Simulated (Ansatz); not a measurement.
SrCo₂Ge₂:
```
SrCo2Ge2
1.0
   -1.99285     1.99285     5.49566
    1.99285    -1.99285     5.49566
    1.99285     1.99285    -5.49566
Sr Co Ge
1 2 2
Cartesian
  0.00000   0.00000   0.00000
  0.00000   1.99285   2.74783
  1.99285   0.00000   2.74783
  0.00000   0.00000   7.06789
  0.00000   0.00000   3.92344
```

Relaxed with r²SCAN.

### Question
Which orbitals make up the states near the Fermi level in the program Ansatz at the r²SCAN level (PAW)?

### Answer
Within 0.5 eV of the Fermi level: Co 3d 63 %, Ge 4p 25 %, outside the projected shells 7 %. Projections are on Löwdin-orthogonalised atomic valence shells; empty p or d shells of many metals are not among them.

### Question
Tabulate the density of states.

### Answer
States/eV per cell of 5 atoms, in 0.25 eV bins, energy from the Fermi level.

| E (eV) | total | Co 3d | Ge 4p | Co 4s |
|---|---|---|---|---|
| -7.85 | 0.00 | 0.00 | 0.00 | 0.00 |
| -7.60 | 0.00 | 0.00 | 0.00 | 0.00 |
| -7.35 | 0.00 | 0.00 | 0.00 | 0.00 |
| -7.10 | 0.00 | 0.00 | 0.00 | 0.00 |
| -6.85 | 0.00 | 0.00 | 0.00 | 0.00 |
| -6.60 | 0.00 | 0.00 | 0.00 | 0.00 |
| -6.35 | 0.00 | 0.00 | 0.00 | 0.00 |
| -6.10 | 0.00 | 0.00 | 0.00 | 0.00 |
| -5.85 | 0.00 | 0.00 | 0.00 | 0.00 |
| -5.60 | 0.00 | 0.00 | 0.00 | 0.00 |
| -5.35 | 0.00 | 0.00 | 0.00 | 0.00 |
| -5.10 | 0.67 | 0.14 | 0.36 | 0.14 |
| -4.85 | 2.82 | 0.51 | 1.62 | 0.40 |
| -4.60 | 3.36 | 0.69 | 1.93 | 0.35 |
| -4.35 | 3.30 | 0.88 | 1.81 | 0.27 |
| -4.10 | 1.70 | 0.44 | 0.93 | 0.16 |
| -3.85 | 1.47 | 0.47 | 0.74 | 0.11 |
| -3.60 | 2.00 | 0.84 | 0.90 | 0.07 |
| -3.35 | 2.62 | 1.15 | 1.21 | 0.09 |
| -3.10 | 5.71 | 2.93 | 2.46 | 0.12 |
| -2.85 | 6.86 | 3.75 | 2.74 | 0.07 |
| -2.60 | 9.01 | 5.14 | 3.42 | 0.05 |
| -2.35 | 8.04 | 5.54 | 2.07 | 0.03 |
| -2.10 | 5.32 | 3.73 | 1.30 | 0.01 |
| -1.85 | 4.85 | 4.36 | 0.21 | 0.01 |
| -1.60 | 4.28 | 3.92 | 0.15 | 0.00 |
| -1.35 | 11.16 | 10.45 | 0.25 | 0.06 |
| -1.10 | 10.13 | 9.28 | 0.42 | 0.04 |
| -0.85 | 5.34 | 4.58 | 0.45 | 0.03 |
| -0.60 | 3.98 | 2.86 | 0.69 | 0.03 |
| -0.35 | 2.01 | 1.25 | 0.50 | 0.02 |
| -0.10 | 1.50 | 0.84 | 0.44 | 0.02 |
| 0.15 | 1.98 | 1.12 | 0.59 | 0.03 |
| 0.40 | 5.40 | 3.58 | 1.20 | 0.17 |
| 0.65 | 3.36 | 1.79 | 1.01 | 0.09 |
| 0.90 | 2.81 | 1.27 | 0.96 | 0.05 |
| 1.15 | 2.66 | 1.03 | 1.00 | 0.04 |
| 1.40 | 2.41 | 0.76 | 1.04 | 0.03 |
| 1.65 | 1.89 | 0.51 | 0.86 | 0.03 |
| 1.90 | 1.95 | 0.46 | 0.90 | 0.05 |
| 2.15 | 1.72 | 0.38 | 0.81 | 0.05 |
| 2.40 | 1.62 | 0.34 | 0.73 | 0.05 |
| 2.65 | 1.32 | 0.27 | 0.63 | 0.03 |
| 2.90 | 1.32 | 0.25 | 0.61 | 0.04 |
| 3.15 | 1.21 | 0.22 | 0.59 | 0.04 |
| 3.40 | 1.36 | 0.23 | 0.59 | 0.04 |
| 3.65 | 1.45 | 0.22 | 0.60 | 0.04 |
| 3.90 | 1.10 | 0.12 | 0.34 | 0.03 |
| 4.15 | 1.35 | 0.13 | 0.34 | 0.05 |
| 4.40 | 2.18 | 0.21 | 0.44 | 0.12 |
| 4.65 | 3.25 | 0.23 | 0.41 | 0.31 |

Space group I4/mmm. The first step of the workflow began from a Materials Project structure, measured or hypothetical; the Crystallography Open Database copy checked does not list it. Whether it is the stable phase at ambient conditions was not checked. The cell was relaxed with r²SCAN under the symmetry of its start; its stability against distortions is not shown here. No spin polarisation was allowed. Scalar-relativistic: spin–orbit coupling is off unless named, which matters more the heavier the elements.

Potentials: the later of the program's two PAW sets.
